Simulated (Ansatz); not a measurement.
Cu:
```yaml
crystal:
  lattice:
    - [0.00000, 1.78168, 1.78168]
    - [1.78168, 0.00000, 1.78168]
    - [1.78168, 1.78168, 0.00000]
  atoms:
    - { symbol: Cu, position: [0.00000, 0.00000, 0.00000] }
```

Relaxed with PBE+D3(BJ) in the plane-wave PAW code Ansatz. Indices refer to the conventional cell of Fm-3m, a = b = c = 3.563 Å, α = β = γ = 90.00°.

Problem. Simulate the powder diffraction pattern (Cu Kα, λ = 1.54184 Å; lines above 1 %) up to 2θ = 90°.

Solution. Simulated powder pattern, Cu Kα, λ = 1.54184 Å (kinematic, ideal powder, no thermal factors, no anomalous dispersion; the 30 strongest lines at most, above 1 %, up to 2θ = 90°):

```tsv
2θ (°)	d (Å)	I/Imax (%)	hkl
44.01	2.057	100	(111)
51.28	1.782	47	(200)
75.46	1.260	26	(220)
```

The PBE+D3(BJ) relaxation kept the symmetry of its start. No spin polarisation was allowed. The pairwise dispersion correction was not fitted to metals.

Potentials: the later of the program's two PAW sets.
